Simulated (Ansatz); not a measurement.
# BiTe: a faulty run and its cure

Someone meant to compute BiTe with PBE, plane waves and PAW in Ansatz and wrote this input.

```yaml
crystal:
  lattice:
    - [0.0, 1.711887595, 1.711887595]
    - [1.711887595, 0.0, 1.711887595]
    - [1.711887595, 1.711887595, 0.0]
  atoms:
    - { symbol: Bi, position: [0.0, 0.0, 0.0] }
    - { symbol: Te, position: [0.5, 0.5, 0.5] }
basis:
  ecutwfc: 420
kpoints:
  mp_grid: { grid: [12, 12, 12] }
hamiltonian:
  xc: pbe
scf:
  occupations: { method: gaussian, width: 0.1 }
output:
  forces: true
  stress: true
  eigenvalues: true
```

From the log (HF is the Harris–Foulkes energy, dr2 the density residual in eV):

```text
Pseudopotential: Te, paw, valence charge 16, recommended cutoff 420 eV (normal)
Crystal: 2 atoms, lattice volume = 10.034 Å³
Basis set: ecut = 420 eV, 181 PW (Γ), exchange–correlation on 36×36×36 points (8 copies of the dense FFT grid, shifted against one another)
Bands: 20, of which v1, the nominal top of the filled ones, is band 16 counted from 1 (15 counted from 0)
Symmetry: 48 space group operations
Space group: Fm-3m (ITA 225), of the structure as read, at distance tolerance 2.2e-5 Å
k-points: 72 of 1728
Initial density: superposition of atomic densities, corrected by the library's trained network
SCF iter   1: HF=-19201.464052 eV  Δρ=9.18e-1  dr2=3.89e1
SCF iter   2: HF=-19184.190756 eV  Δρ=3.76e-1  dr2=4.37e0
SCF iter   3: HF=-19182.237486 eV  Δρ=8.17e-2  dr2=1.56e-1
SCF iter   4: HF=-19182.164698 eV  Δρ=1.22e-2  dr2=5.22e-3
SCF iter   5: HF=-19182.164279 eV  Δρ=2.21e-3  dr2=1.15e-4
SCF iter   6: HF=-19182.164404 eV  Δρ=2.54e-4  dr2=2.98e-6
SCF iter   7: HF=-19182.164403 eV  Δρ=4.39e-5  dr2=7.53e-8
SCF iter   8: F=-19182.164403 eV  HF=-19182.164403 eV  Δρ=4.68e-6  dr2=1.49e-9
SCF 1 converged in 8 iterations: F = -19182.164403 eV  dr2 = 1.49e-9
SCF converged after 8 iterations
Free energy (F): -19182.164403 eV
E sigma→0 (E₀):  -19182.161118 eV
Entropy (-TS):   -0.006571 eV (-3.286 meV/atom)
Fermi energy:    83.235645 eV
--- Forces (eV/Å), atoms counted from 1 ---
  atom   1  Bi    -0.00000000     0.00000000     0.00000000
  atom   2  Te     0.00000000    -0.00000000    -0.00000000
--- Stress (GPa, compression-positive) ---
     5625.288353       0.000000       0.000000
       -0.000000    5625.288353       0.000000
        0.000000       0.000000    5625.288353
  P = ⅓ Tr σ = 5625.2884 GPa (56252.884 kbar)
```

**Question.** Which fault does the input hold?
A. A functional's name that the program doesn't know
B. Two atoms' positions swapped
C. A cutoff meant in rydberg typed as eV
D. Lattice vectors converted from bohr twice
E. A relaxation cut at too few steps

**Answer.** D. Every length is 0.529 of its true value, so the cell is crushed to 15 % of its volume. The cure is the vectors in angstrom.

Mended input, as a difference:

```diff
 crystal:
   lattice:
-    - [0.0, 1.711887595, 1.711887595]
-    - [1.711887595, 0.0, 1.711887595]
-    - [1.711887595, 1.711887595, 0.0]
+    - [0.0, 3.235, 3.235]
+    - [3.235, 0.0, 3.235]
+    - [3.235, 3.235, 0.0]
```

With the mended input the run converges and gives a pressure of 0.72 GPa, no gap. The faulty run's energy lay 97.24 eV per atom higher.